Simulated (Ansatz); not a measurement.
A relaxed cell of Hf3B2 is given with its symmetry left out. The cell was found from a structure generator's guess, not taken from experiment.

These are results of DFT PBE, scalar-relativistic, plane waves, PAW in Ansatz, not measurements. Cutoff 420 eV, Γ-centred mesh, Gaussian smearing, no spin polarisation.

```xyz
5
Lattice="4.4328 0.0000 0.0000 0.0000 4.4328 0.0000 0.0000 0.0000 4.4328" Properties=species:S:1:pos:R:3 pbc="T T T"
Hf    0.0000    2.2164    0.0000
Hf    0.0000    0.0000    2.2164
Hf    2.2164    0.0000    0.0000
B     2.2164    2.2164    2.2164
B     0.0000    0.0000    0.0000
```

The zero of energy is the elements' standard structures at the same level; no fitted shifts are applied.

(1) What space group does it have?

(2) What is its formation energy per atom?

(3) Is it a metal?

## Answers

(1) Pm-3m (No. 221). Conventional cell: a = 4.433 Å. Hf is surrounded by 2 B at 2.22 Å, 4 B at 3.13 Å and 8 Hf at 3.13 Å; B on its first site is surrounded by 12 Hf at 3.13 Å; B on its second site is surrounded by 6 Hf at 2.22 Å.

(2) +0.29 eV/atom. It can't be a ground state, since the elements alone are lower.

(3) Yes, bands cross the Fermi level on the 8×8×8 mesh.

The last run used an 8×8×8 mesh for its 5-atom cell and Gaussian smearing of 0.10 eV. Spin–orbit coupling, which can matter for Hf, is left out. A structure relaxed within its symmetry needn't be a true minimum.
